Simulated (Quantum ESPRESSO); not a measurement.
Si3BNC3, finding a planted mistake in a log

Computed values, not a measurement. The program is pw.x of Quantum ESPRESSO 7.5 (plane-wave density functional theory). The cell is made up: 8 atoms on a zincblende/diamond lattice, with randomly drawn elements, strain and displacements, not relaxed. PseudoDojo standard norm-conserving files (v0.5 for PBE, v0.4.1 for LDA and PBEsol) set the functional; there is no spin polarisation, spin-orbit coupling or dispersion term, and the masses in the input are unused placeholders.

Intended input:

```
&control calculation='scf', pseudo_dir='./dojo.nc.sr.pbe.v0_5.standard.upf', outdir='./o', disk_io='medium', tprnfor=.true., tstress=.true. /
&system ibrav=0, nat=8, ntyp=4, nbnd=22, ecutwfc=84.00895049, nosym=.true., tot_charge=0,
 occupations='smearing', smearing='fd', degauss=0.0018374661
/
&electrons conv_thr=7.350e-09, electron_maxstep=60, /
ATOMIC_SPECIES
B 1.0 B.upf
C 1.0 C.upf
N 1.0 N.upf
Si 1.0 Si.upf
CELL_PARAMETERS angstrom
4.4087 -0.0256 0.0016
-0.0256 4.4167 0.0182
0.0016 0.0182 4.5058
ATOMIC_POSITIONS angstrom
Si -0.0178 0.0068 0.0368
Si 0.0589 2.1967 2.3125
B 2.2159 0.0614 2.2466
Si 2.1771 2.1923 -0.1012
N 1.0691 1.107 1.1183
C 1.0321 3.3503 3.4416
C 3.3631 1.0346 3.3607
C 3.3296 3.2704 1.1025
K_POINTS automatic
4 4 4 1 1 1
```

The log is shortened where brackets say so; the opening notice, blank lines, dates and the lines on written files are dropped, and the path of the files is cut. It prints rydbergs, bohrs and kilobars, and counts compression as positive stress. Where no state is partly filled, the Fermi energy that it prints is only some level between the filled and the empty states on the mesh, and need not lie in the true gap.

Log of the intended run:

```
     Program PWSCF v.7.5
     Parallel version (MPI & OpenMP), running on       1 processor cores
     Number of MPI processes:                 1
     Threads/MPI process:                     1
     [start-up lines left out]
     bravais-lattice index     =            0
     lattice parameter (alat)  =       8.3314  a.u.
     unit-cell volume          =     592.0455 (a.u.)^3
     number of atoms/cell      =            8
     number of atomic types    =            4
     number of electrons       =        32.00
     number of Kohn-Sham states=           22
     kinetic-energy cutoff     =      84.0090  Ry
     charge density cutoff     =     336.0358  Ry
     scf convergence threshold =      7.3E-09
     mixing beta               =       0.7000
     number of iterations used =            8  plain     mixing
     Exchange-correlation= PBE
                           (   1   4   3   4   0   0   0)
     [axes and pseudopotential details left out]
   Cartesian axes
     site n.     atom                  positions (alat units)
         1        Si     tau(   1) = (  -0.0040374   0.0015424   0.0083470  )
         2        Si     tau(   2) = (   0.0133597   0.4982564   0.5245222  )
         3        B      tau(   3) = (   0.5026113   0.0139268   0.5095747  )
         4        Si     tau(   4) = (   0.4938107   0.4972584  -0.0229542  )
         5        N      tau(   5) = (   0.2424937   0.2510902   0.2536532  )
         6        C      tau(   6) = (   0.2341013   0.7599164   0.7806251  )
         7        C      tau(   7) = (   0.7628197   0.2346684   0.7622753  )
         8        C      tau(   8) = (   0.7552212   0.7417934   0.2500695  )
     number of k points=    32  Fermi-Dirac smearing, width (Ry)=  0.0018
                       cart. coord. in units 2pi/alat
        k(    1) = (   0.1256838   0.1250025   0.1217588), wk =   0.0625000
        k(    2) = (   0.1255891   0.1239939   0.3663795), wk =   0.0625000
     [further k points left out]
     Dense  grid:    61627 G-vectors     FFT dimensions: (  50,  50,  50)
     Estimated max dynamical RAM per process >      69.82 MB
     Initial potential from superposition of free atoms
     starting charge      31.9978, renormalised to      32.0000
     Starting wfcs are   32 randomized atomic wfcs
     total cpu time spent up to now is        3.2 secs
     per-process dynamical memory:    54.0 Mb
     Self-consistent Calculation
     iteration #  1     ecut=    84.01 Ry     beta= 0.70
     Davidson diagonalization with overlap
     ethr =  1.00E-02,  avg # of iterations =  3.1
     total cpu time spent up to now is        9.8 secs
     total energy              =     -87.60381253 Ry
     estimated scf accuracy    <       1.44430006 Ry
     iteration #  2     ecut=    84.01 Ry     beta= 0.70
     Davidson diagonalization with overlap
     ethr =  4.51E-03,  avg # of iterations =  2.2
     total cpu time spent up to now is       15.3 secs
     total energy              =     -88.02206491 Ry
     estimated scf accuracy    <       0.85230997 Ry
     [iterations 3 to 10 left out]
     iteration # 11     ecut=    84.01 Ry     beta= 0.70
     Davidson diagonalization with overlap
     ethr =  1.26E-10,  avg # of iterations =  4.9
     total cpu time spent up to now is       67.7 secs
     total energy              =     -88.16346540 Ry
     estimated scf accuracy    <       0.00000003 Ry
     iteration # 12     ecut=    84.01 Ry     beta= 0.70
     Davidson diagonalization with overlap
     ethr =  1.03E-10,  avg # of iterations =  2.0
     total cpu time spent up to now is       71.6 secs
     End of self-consistent calculation
     [lines on levels left out]
     the Fermi energy is     8.2558 ev
!    total energy              =     -88.16346540 Ry
     estimated scf accuracy    <          6.7E-09 Ry
     smearing contrib. (-TS)   =      -0.00000000 Ry
     internal energy E=F+TS    =     -88.16346540 Ry
     The total energy is F=E-TS. E is the sum of the following terms:
     one-electron contribution =      12.37104009 Ry
     hartree contribution      =      12.42369818 Ry
     xc contribution           =     -30.40606807 Ry
     ewald contribution        =     -82.55213560 Ry
     convergence has been achieved in  12 iterations
     Forces acting on atoms (cartesian axes, Ry/au):
     atom    1 type  4   force =    -0.00255422   -0.03160274   -0.00814243
     atom    2 type  4   force =    -0.05918087    0.03581570   -0.04527556
     atom    3 type  1   force =     0.03414082   -0.05561579    0.02011779
     atom    4 type  4   force =     0.05387401    0.01743207    0.05629582
     atom    5 type  3   force =     0.04963836   -0.00860772    0.02228534
     atom    6 type  2   force =     0.06993728    0.02137009   -0.06261828
     atom    7 type  2   force =    -0.08799983    0.01124686   -0.03964496
     atom    8 type  2   force =    -0.05785554    0.00996154    0.05698226
     Total force =     0.217681     Total SCF correction =     0.000022
     Computing stress (Cartesian axis) and pressure
          total   stress  (Ry/bohr**3)                   (kbar)     P=     -241.25
  -0.00155507   0.00008621  -0.00008334         -228.76       12.68      -12.26
   0.00008621  -0.00149405  -0.00022139           12.68     -219.78      -32.57
  -0.00008334  -0.00022139  -0.00187086          -12.26      -32.57     -275.21
     init_run     :      2.68s CPU      3.12s WALL (       1 calls)
     electrons    :     57.02s CPU     68.42s WALL (       1 calls)
     forces       :      0.82s CPU      0.84s WALL (       1 calls)
     stress       :      3.06s CPU      3.09s WALL (       1 calls)
     [timing details left out]
     PWSCF        :   1m 3.66s CPU   1m15.58s WALL
     JOB DONE.
```

A second run was made from an input with one planted mistake. Its log:

```
     Program PWSCF v.7.5
     Parallel version (MPI & OpenMP), running on       1 processor cores
     Number of MPI processes:                 1
     Threads/MPI process:                     1
     [start-up lines left out]
     bravais-lattice index     =            0
     lattice parameter (alat)  =       8.3314  a.u.
     unit-cell volume          =     592.0455 (a.u.)^3
     number of atoms/cell      =            8
     number of atomic types    =            4
     number of electrons       =        32.00
     number of Kohn-Sham states=           40
     kinetic-energy cutoff     =      84.0090  Ry
     charge density cutoff     =     336.0358  Ry
     scf convergence threshold =      7.3E-09
     mixing beta               =       0.7000
     number of iterations used =            8  plain     mixing
     Exchange-correlation= PBE
                           (   1   4   3   4   0   0   0)
     [axes and pseudopotential details left out]
   Cartesian axes
     site n.     atom                  positions (alat units)
         1        Si     tau(   1) = (  -0.0040374   0.0015424   0.0083470  )
         2        Si     tau(   2) = (   0.0133597   0.4982564   0.5245222  )
         3        B      tau(   3) = (   0.5026113   0.0139268   0.5095747  )
         4        Si     tau(   4) = (   0.4938107   0.4972584  -0.0229542  )
         5        N      tau(   5) = (   0.2424937   0.2510902   0.2536532  )
         6        C      tau(   6) = (   0.2341013   0.7599164   0.7806251  )
         7        C      tau(   7) = (   0.7628197   0.2346684   0.7622753  )
         8        C      tau(   8) = (   0.7552212   0.7417934   0.2500695  )
     number of k points=    32  Fermi-Dirac smearing, width (Ry)=  0.0514
                       cart. coord. in units 2pi/alat
        k(    1) = (   0.1256838   0.1250025   0.1217588), wk =   0.0625000
        k(    2) = (   0.1255891   0.1239939   0.3663795), wk =   0.0625000
     [further k points left out]
     Dense  grid:    61627 G-vectors     FFT dimensions: (  50,  50,  50)
     Estimated max dynamical RAM per process >      80.62 MB
     Initial potential from superposition of free atoms
     starting charge      31.9978, renormalised to      32.0000
     Starting wfcs are   32 randomized atomic wfcs +    8 random wfcs
     total cpu time spent up to now is        3.9 secs
     per-process dynamical memory:    50.4 Mb
     Self-consistent Calculation
     iteration #  1     ecut=    84.01 Ry     beta= 0.70
     Davidson diagonalization with overlap
     ethr =  1.00E-02,  avg # of iterations =  8.0
     total cpu time spent up to now is       18.7 secs
     total energy              =     -87.62753489 Ry
     estimated scf accuracy    <       1.43833060 Ry
     iteration #  2     ecut=    84.01 Ry     beta= 0.70
     Davidson diagonalization with overlap
     ethr =  4.49E-03,  avg # of iterations =  2.0
     total cpu time spent up to now is       26.6 secs
     total energy              =     -87.96512232 Ry
     estimated scf accuracy    <       1.13215972 Ry
     [iterations 3 to 9 left out]
     iteration # 10     ecut=    84.01 Ry     beta= 0.70
     Davidson diagonalization with overlap
     ethr =  1.26E-09,  avg # of iterations =  1.3
     total cpu time spent up to now is       98.3 secs
     total energy              =     -88.19067166 Ry
     estimated scf accuracy    <       0.00000005 Ry
     iteration # 11     ecut=    84.01 Ry     beta= 0.70
     Davidson diagonalization with overlap
     ethr =  1.44E-10,  avg # of iterations =  1.9
     total cpu time spent up to now is      109.3 secs
     End of self-consistent calculation
     [lines on levels left out]
     the Fermi energy is     8.9793 ev
!    total energy              =     -88.19067166 Ry
     estimated scf accuracy    <          2.3E-09 Ry
     smearing contrib. (-TS)   =      -0.10003237 Ry
     internal energy E=F+TS    =     -88.09063929 Ry
     The total energy is F=E-TS. E is the sum of the following terms:
     one-electron contribution =      12.49567154 Ry
     hartree contribution      =      12.34331523 Ry
     xc contribution           =     -30.37749047 Ry
     ewald contribution        =     -82.55213560 Ry
     convergence has been achieved in  11 iterations
     Forces acting on atoms (cartesian axes, Ry/au):
     atom    1 type  4   force =     0.00381599   -0.02060850   -0.01131483
     atom    2 type  4   force =    -0.05117992    0.02783830   -0.04119303
     atom    3 type  1   force =     0.02942720   -0.04562532    0.02371434
     atom    4 type  4   force =     0.04552089    0.00992882    0.04968481
     atom    5 type  3   force =     0.04718180   -0.00895486    0.02205631
     atom    6 type  2   force =     0.06928950    0.02291691   -0.05995140
     atom    7 type  2   force =    -0.08759567    0.00730067   -0.03971002
     atom    8 type  2   force =    -0.05645978    0.00720398    0.05671382
     Total force =     0.203175     Total SCF correction =     0.000047
     Computing stress (Cartesian axis) and pressure
          total   stress  (Ry/bohr**3)                   (kbar)     P=     -227.81
  -0.00146965   0.00006112  -0.00006786         -216.19        8.99       -9.98
   0.00006112  -0.00141149  -0.00022513            8.99     -207.64      -33.12
  -0.00006786  -0.00022513  -0.00176467           -9.98      -33.12     -259.59
     init_run     :      3.08s CPU      3.79s WALL (       1 calls)
     electrons    :     89.83s CPU    105.53s WALL (       1 calls)
     forces       :      1.56s CPU      1.57s WALL (       1 calls)
     stress       :      5.67s CPU      5.71s WALL (       1 calls)
     [timing details left out]
     PWSCF        :   1m40.25s CPU   1m56.79s WALL
     JOB DONE.
```

Question: what was wrong in the second input?

Answer: the smearing is too wide. The input lines that differ, file-writing options aside:

```
- &system ibrav=0, nat=8, ntyp=4, nbnd=22, ecutwfc=84.00895049, nosym=.true., tot_charge=0,
+ &system ibrav=0, nat=8, ntyp=4, nbnd=40, ecutwfc=84.00895049, nosym=.true., tot_charge=0,
-  occupations='smearing', smearing='fd', degauss=0.0018374661
+  occupations='smearing', smearing='fd', degauss=0.0514490510
```

```
                                            intended run  run with the mistake
                          free energy (eV)     -1199.525             -1199.895
                    smearing term -TS (eV)        0.0000               -1.3610
                            pressure (GPa)        -24.13                -22.78
            largest force component (eV/Å)         2.263                 2.252
largest change of a force component (eV/Å)                               0.283
                                iterations            12                    11
```

For scale, a rerun of the intended cell at 1437 eV and a 6 x 6 x 6 mesh moved values by no more than 0.005 eV in energy, 0.03 GPa in stress and 0.003 eV/Å in force. The number of bands, nbnd, was set by rule from the electron count and the smearing, so it follows the mistake.